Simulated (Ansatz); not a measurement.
CaC₆, first-principles data

CaC6:
```
CaC6
1.0
    4.32685     0.00000     0.00000
   -2.16342     3.74716     0.00000
    0.00000     0.00000     4.45606
C Ca
6 1
Direct
  0.33327   0.33327   0.00000
  0.66673   0.00000   0.00000
  0.00000   0.66673   0.00000
  0.33327   0.00000   0.00000
  0.66673   0.66673   0.00000
  0.00000   0.33327   0.00000
  0.00000   0.00000   0.50000
```

Space group P6/mmm (No. 191); conventional cell a = b = 4.3268 Å, c = 4.4561 Å, α = β = 90.00°, γ = 120.00°.

Method: DFT-r²SCAN+D4 in the program Ansatz with PAW potentials. Geometry: relaxed at this level of theory. Other levels are named where they apply.

### Cell and energy

```
Property                                                        Value
-----------------------------------------------------  --------------
Volume per atom                                              10.32 Å³
Density                                                    2.58 g/cm³
Formation energy from the elements (no fitted shifts)  -0.045 eV/atom
```

### Electronic structure

```
Quantity                                                                    Result
------------------------------------  --------------------------------------------
Electronic character                                             metallic (no gap)
Density of states at the Fermi level  0.22 states/eV per atom (mean over ±0.08 eV)
```

The cell is a constructed one: a structure type filled with these elements; neither database checked (COD, Materials Project) lists it. Whether it is the stable phase at ambient conditions was not checked. Symmetry was held in the r²SCAN+D4 relaxation; its stability against distortions is not shown here. The references are the lowest solids computed at this level, not always the standard phases.

Potentials: the later of the program's two PAW sets.
